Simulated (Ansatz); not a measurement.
## Sb₂Mo: relaxation of cell and atoms

The calculation used Ansatz 0.2.0, DFT, r2SCAN, PAW with Ansatz's default frozen-core files, scalar-relativistic.

Command: `ansatz run input.yaml --threads 1 --pin off --max-ram 3072MiB --backend cpu --events-out ev --progress --plain --runs-dir out` The run took 3.8 min on 1 thread of Arm Neoverse V2, with other jobs on the host, peak memory 0.62 GiB.

```yaml
crystal:
  lattice:
    - [3.7046727768, 0.0, 0.0]
    - [-1.8523363884, 3.2083407374, 0.0]
    - [0.0, 0.0, 7.2241119147]
  atoms:
    - { symbol: Mo, position: [0.0, 0.0, 0.0] }
    - { symbol: Sb, position: [0.3333333333, 0.6666666667, 0.25] }
    - { symbol: Sb, position: [0.3333333333, 0.6666666667, 0.75] }
kpoints:
  mp_grid: { grid: [13, 13, 6] }
scf:
  occupations: { method: fermi_dirac, width: 0.05 }
hamiltonian:
  xc: r2scan
  pseudopotentials: { kind: paw }
output:
  forces: true
  stress: true
relax:
  f_tol: 0.005
  max_steps: 80
  cell: {}
```

Spin–orbit coupling is left out, though it moves levels of the heavy atoms by tenths of an eV or more.

The cell is built from the MoS2 1H type as a first guess.

The cutoff is 500 eV; energies and pressures of the walk include the program's estimate of the Pulay term. The PAW files were made with PBE; their cores are remade for this functional.

Each frame lists the cell vectors (Å), then Cartesian positions (Å) and forces (eV/Å). Free energies count from the first step, -17964.7426 eV.

The walk took 8 evaluations in all; steps that aren't listed are left out.

Step 1: E = 0.0 meV, P = -7.52 GPa

```
cell 3.7047 0.0000 0.0000 -1.8523 3.2083 0.0000 0.0000 0.0000 7.2241
Mo    0.0000    0.0000    0.0000     0.000   0.000   0.000
Sb    0.0000    2.1389    1.8060     0.000   0.000  -0.340
Sb    0.0000    2.1389    5.4181     0.000   0.000   0.340
```

Step 2: E = -297.5 meV, P = -1.01 GPa

```
cell 3.5975 0.0000 0.0000 -1.7987 3.1155 0.0000 0.0000 0.0000 6.8727
Mo    0.0000    0.0000    0.0000     0.000   0.000   0.000
Sb    0.0000    2.0770    1.7404     0.000   0.000   0.698
Sb    0.0000    2.0770    5.1323     0.000   0.000  -0.698
```

Step 3: E = -539.0 meV, P = -0.33 GPa

```
cell 3.5846 0.0000 0.0000 -1.7923 3.1043 0.0000 0.0000 0.0000 6.5165
Mo    0.0000    0.0000    0.0000     0.000   0.000   0.000
Sb    0.0000    2.0696    1.7478     0.000   0.000   0.189
Sb    0.0000    2.0696    4.7687     0.000   0.000  -0.189
```

Step 4: E = -626.3 meV, P = 2.68 GPa

```
cell 3.6299 0.0000 0.0000 -1.8149 3.1436 0.0000 0.0000 0.0000 6.1626
Mo    0.0000    0.0000    0.0000     0.000   0.000   0.000
Sb    0.0000    2.0957    1.6926     0.000   0.000  -0.329
Sb    0.0000    2.0957    4.4701     0.000   0.000   0.329
```

Step 5: E = -663.1 meV, P = 0.87 GPa

```
cell 3.6934 0.0000 0.0000 -1.8467 3.1986 0.0000 0.0000 0.0000 6.1511
Mo    0.0000    0.0000    0.0000     0.000   0.000   0.000
Sb    0.0000    2.1324    1.6575     0.000   0.000   0.056
Sb    0.0000    2.1324    4.4937     0.000   0.000  -0.056
```

Step 6: E = -665.1 meV, P = -0.20 GPa

```
cell 3.7191 0.0000 0.0000 -1.8595 3.2208 0.0000 0.0000 0.0000 6.1429
Mo    0.0000    0.0000    0.0000     0.000   0.000   0.000
Sb    0.0000    2.1472    1.6546     0.000   0.000  -0.065
Sb    0.0000    2.1472    4.4882     0.000   0.000   0.065
```

Task: How does the relaxation end?

Result: It converges, with a = 3.716 Å, b = 3.716 Å, c = 6.144 Å, α = 90.00°, β = 90.00°, γ = 120.00° (conventional cell, space group P-6m2). The last solve (on a basis chosen afresh for the final cell, so its energy is not quite comparable) gives E = -664.3 meV, P = 0.00 GPa:
```
cell 3.7162 0.0000 0.0000 -1.8581 3.2183 0.0000 0.0000 0.0000 6.1444
Mo    0.0000    0.0000    0.0000     0.000   0.000   0.000
Sb    0.0000    2.1455    1.6528     0.000   0.000  -0.001
Sb    0.0000    2.1455    4.4916     0.000   0.000   0.001
```
